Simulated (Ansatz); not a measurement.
CaNbHO$_{2}$ in space group P4/mmm (No. 123; Ca on 1d, Nb on 1a, O on 2f, H on 1b) at seven volumes, plane-wave PAW PBE (Ansatz code), shape and atoms relaxed at each. One row is withheld.

```tsv
V (Å³/atom)	P (GPa)
11.110	15.01
11.476	9.21
11.843	?
12.209	0.00
12.575	-3.61
12.942	-6.70
13.308	-9.31
```

Q: Fit the shown pressures and predict the withheld one.

A: Third-order Birch–Murnaghan: P = (3/2)B₀(x^(7/2) − x^(5/2))[1 + (3/4)(B′ − 4)(x − 1)] with x = (V₀/V)^(2/3). Least squares on the six rows gives V₀ = 12.209 Å³/atom, B₀ = 130.0 GPa, B′ = 4.28. At V = 11.843, x = 1.0205 and P = 4.22 GPa. The run itself gave 4.25 GPa.

The start of the workflow was typed in or built on a structure type; neither database checked (COD, Materials Project) lists it. Its standing as an ambient phase is unchecked. Symmetry was held in the PBE relaxation; whether a distortion lowers the energy is not shown. The workflow began spin-polarised and lost its moments. The cell computed holds one magnetic atom, so no antiferromagnetic order was within reach.

Potentials: the earlier of the program's two PAW sets.
